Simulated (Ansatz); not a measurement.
GaSb₃: a vibration from a frozen displacement

All numbers below come from DFT PBE+D3(BJ), scalar-relativistic, plane waves, PAW (Ansatz 0.2.0). The runs took a 420 eV cutoff, a Γ-centred 12×12×12 mesh and Gaussian smearing (0.15 eV). Spin–orbit coupling is left out, which matters for the heavy elements here. No spin polarisation. Energies are free energies at this smearing, counted from the undisturbed cell; pressure is positive in compression.

Zero of the scan (relaxed at this level; with this scan's settings it stands at 0.4 GPa; it needn't be the usual structure):

```xyz
4
Lattice="0.0000 3.6479 3.6479 3.6479 0.0000 3.6479 3.6479 3.6479 0.0000" Properties=species:S:1:pos:R:3 pbc="T T T"
Ga    0.0000    0.0000    0.0000
Sb    1.8239    1.8239    1.8239
Sb    5.4718    5.4718    5.4718
Sb    3.6479    3.6479    3.6479
```

Atom 1 (Ga) is moved by x along the Cartesian unit vector (1.000, 0.000, 0.000); the cell and all other atoms stay fixed. The cell's volume is 97.09 Å³; the moved atoms weigh 69.723 u together and the others 365.280 u. Some rows repeat others by symmetry and weren't run.

```
  x (Å)  ΔE (meV/cell) total force on the moved atoms along the move (eV/Å) pressure (GPa)
-0.1000           8.87                                                0.1780          0.4490
-0.0833           6.15                                                0.1480          0.4275
-0.0667           3.94                                                0.1183          0.4099
-0.0500           2.21                                                0.0886          0.3962
-0.0333           0.98                                                0.0590          0.3864
-0.0167           0.25                                                0.0295          0.3805
 0.0000           0.00                                                0.0000          0.3785
 0.0167           0.25                                               -0.0295          0.3805
 0.0333           0.98                                               -0.0590          0.3864
 0.0500           2.21                                               -0.0886          0.3962
 0.0667           3.94                                               -0.1183          0.4099
 0.0833           6.15                                               -0.1480          0.4275
 0.1000           8.87                                               -0.1780          0.4490
```

Question: What frequency belongs to this motion?

Answer: The force constant is k = −dF/dx = 1.766 eV/Å², from the parabola through x = -0.0167, 0 and 0.0167. In every cell the moved atoms swing against the rest, so the mass is μ = m₁m₂/(m₁ + m₂) = 58.548 u, and ν̃ = 521.5 cm⁻¹ × √(|k|/μ) = 91 cm⁻¹. The pattern needn't be a normal mode: ν̃² is then a weighted mean of the squared nonzero frequencies at the zone centre of this cell, so it lies between the lowest and the highest of them.

Question: How far does the harmonic law reach?

Answer: At x = -0.100 Å, kx²/2 = 8.83 meV against the computed 8.87 meV (+0.5 %): the well is still close to harmonic there.

In a metal these slopes depend on the k mesh and the smearing.